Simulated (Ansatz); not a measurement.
**Comparing deformations in Ag**

All numbers below come from DFT r2SCAN, scalar-relativistic, plane waves, PAW (Ansatz 0.2.0). Cutoff 500 eV, Γ-centred 24×24×14 k-points, Gaussian smearing of 0.15 eV. No spin polarisation. Energies are free energies at this smearing, counted from the undisturbed cell; pressure is positive in compression.

Reference structure (relaxed at this level; with this scan's settings it stands at -0.1 GPa; this form isn't the usual structure):

```
Ag
1.0
     2.90370    0.00000    0.00000
    -1.45185    2.51467    0.00000
     0.00000    0.00000    4.74785
Ag
2
Direct
  0.33333 0.66667 0.25000
  0.66667 0.33333 0.75000
```

The cell is strained by ε times a Voigt pattern (xx, yy, zz, yz, xz, xy; engineering shear) with fractional coordinates fixed. τ = (1/V0) dE/dε comes from the stress tensor. Of each scan, only the three points used here are listed.

| pattern | ε | τ (GPa) |
| --- | --- | --- |
| (0, 0, 1, 0, 0, 0) | -0.0150 | -2.96 |
| (0, 0, 1, 0, 0, 0) | 0.0000 | -0.26 |
| (0, 0, 1, 0, 0, 0) | 0.0150 | 2.10 |
| (1, 1, 0, 0, 0, 0) | -0.0100 | -4.51 |
| (1, 1, 0, 0, 0, 0) | 0.0000 | 0.57 |
| (1, 1, 0, 0, 0, 0) | 0.0100 | 5.00 |

Problem. Which constants do the scans give, and which deformation costs least for the same size of strain tensor?

Solution. The slope dτ/dε at zero (parabola through three points) is pᵀCp: (0, 0, 1, 0, 0, 0) gives C33 = 169 GPa; (1, 1, 0, 0, 0, 0) gives C11 + C22 + 2 C12 = 476 GPa. The size of the strain tensor, ε:ε, is ε² times 1.0, 2.0. Per unit of it the stiffnesses are 169, 238 GPa, so (0, 0, 1, 0, 0, 0) is the softest of these: at ε:ε = (1 %)² the quadratic term costs 0.91 meV/atom against 1.29 for the stiffest.

In a metal these slopes depend on the k mesh and the smearing.